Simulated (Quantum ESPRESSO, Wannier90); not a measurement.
# Wannier functions of Au (bcc (W type), model phase)

```
begin unit_cell_cart
ang
   -1.6572700000    1.6572700000    1.6572700000
    1.6572700000   -1.6572700000    1.6572700000
    1.6572700000    1.6572700000   -1.6572700000
end unit_cell_cart
begin atoms_frac
Au   0.0000000000  0.0000000000  0.0000000000
end atoms_frac
```

Structure: Materials Project mp-2647062, symmetrised, not relaxed again. This isn't the element's usual structure (fcc); take it as a model of another phase. Method: PBEsol plane waves in Quantum ESPRESSO 7.5 (PseudoDojo norm-conserving files, 61 Ry, no spin polarisation, no spin-orbit coupling), Bloch states on a 10×10×10 mesh through Γ, Wannier90 4.0.1. Density: 18×18×18 mesh, cold smearing 0.01 Ry. Spin-orbit coupling is left out although heavy elements are present.

A tight-binding model is made by disentanglement and projection with no localisation steps (num_iter = 0), so the 9 orbitals stay atom-like: hydrogen-like Au: s;p;d, axes along x, y, z; frozen window up to 1.50 eV relative to the Fermi level. It follows pw.x to 2.0 meV rms for states up to 1.0 eV relative to the Fermi level. Matrix elements depend on this choice of orbitals and windows.

**Question.** What are the on-site energies relative to the Fermi level, and how fast do the hoppings decay?

**Answer.** 
```json
[
 {"atom": "Au1", "orbitals": "s", "energy (eV)": "2.10"},
 {"atom": "Au1", "orbitals": "pz px py", "energy (eV)": "10.93"},
 {"atom": "Au1", "orbitals": "dz2 dx2-y2", "energy (eV)": "-3.63"},
 {"atom": "Au1", "orbitals": "dxz dyz dxy", "energy (eV)": "-3.67"}
]
```

```json
[
 {"distance of the centres (Å)": "2–3", "largest modulus (eV)": "1.2"},
 {"distance of the centres (Å)": "3–4", "largest modulus (eV)": "1.9"},
 {"distance of the centres (Å)": "4–5", "largest modulus (eV)": "0.11"},
 {"distance of the centres (Å)": "5–6", "largest modulus (eV)": "0.16"},
 {"distance of the centres (Å)": "6–7", "largest modulus (eV)": "0.068"},
 {"distance of the centres (Å)": "7–8", "largest modulus (eV)": "0.027"},
 {"distance of the centres (Å)": "8–9", "largest modulus (eV)": "0.016"},
 {"distance of the centres (Å)": "9–10", "largest modulus (eV)": "0.0059"},
 {"distance of the centres (Å)": "10–11", "largest modulus (eV)": "0.0039"}
]
```
